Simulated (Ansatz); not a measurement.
Crystals of one structure type (bcc (W type)), relaxed and computed with PBE in the plane-wave PAW code Ansatz.

```csv
crystal,a (Å),spin order and moments (μB)
Cr,2.866,antiferromagnetic; net 0.00 per atom; largest site about 1.1
Fe,2.832,ferromagnetic; net 2.17 per atom; largest site about 2.2
Nb,3.309,not spin-polarised
Mo,3.160,not spin-polarised
Cs,6.163,not spin-polarised
Ba,5.020,not spin-polarised
Ta,3.319,not spin-polarised
W,___,not spin-polarised
```

Problem. Fill in the missing entries.

Solution. 
- W, a (Å): 3.184

Spin orders computed, not proven ground states: Cr, bcc (W type) antiferromagnetic; Fe, bcc (W type) ferromagnetic. All cells were relaxed under the symmetry of their starts (and spin orders); stability against distortions was not tested throughout. Rows with no word on spin ran without spin polarisation. Spin–orbit coupling is left out wherever it is not named.

Potentials: the later of the program's two PAW sets.
